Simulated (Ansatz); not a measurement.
Relaxed-ion elastic tensor of Zr$_{2}$SiN in space group P6_3/mmc (No. 194; Zr on 4f, Si on 2d, N on 2a) in GPa (Voigt order), r²SCAN (plane waves, PAW; program Ansatz); density 6.03 g/cm³, 15.46 Å³ per atom.

```
 240   110   142   0.0   0.0   0.0
 110   240   142   0.0   0.0   0.0
 142   142   296   0.0   0.0   0.0
 0.0   0.0   0.0   135   0.0   0.0
 0.0   0.0   0.0   0.0   135   0.0
 0.0   0.0   0.0   0.0   0.0  64.7
```

### Question
Is the crystal mechanically stable?

### Answer
Yes: the smallest eigenvalue of C is 64.7 GPa.

### Question
Work out the Voigt, Reuss and Hill averages.

### Answer
K_V = 174, K_R = 169, K_H = 171; G_V = 92.5, G_R = 80.4, G_H = 86.5 GPa.

### Question
Give Young's modulus, Poisson's ratio, Pugh's ratio and the universal anisotropy index.

### Answer
E = 9KG/(3K + G) = 222 GPa; ν = 0.28; K/G = 1.98 (ductile by the Pugh limit of 1.75); A_U = 5G_V/G_R + K_V/K_R − 6 = 0.78.

### Question
Estimate the sound speeds and the Debye temperature.

### Answer
v_l = √((K + 4G/3)/ρ) = 6900 m/s, v_t = √(G/ρ) = 3790 m/s, mean 4220 m/s; Θ = (h/k)(3n/4πV)^(1/3) v_m = 505 K.

### Question
How much does each axis shrink under pressure?

### Answer
Linear compressibilities β_i = Σ_j S_ij (j = 1 to 3): x 2.4, y 2.4, z 1.0 per TPa.

The start of the workflow was typed in or built on a structure type; neither database checked (COD, Materials Project) lists it. Its standing as an ambient phase is unchecked. The r²SCAN relaxation kept the symmetry of its start; its stability against distortions is not shown here. No spin polarisation was allowed. As this level gives no gap, shear constants depend on the k-mesh and smearing (Fermi–Dirac, 0.1 eV here). On the denser mesh and wider smearing of the elastic run this cell carries a stress of 0.3 GPa.

Potentials: the earlier of the program's two PAW sets.
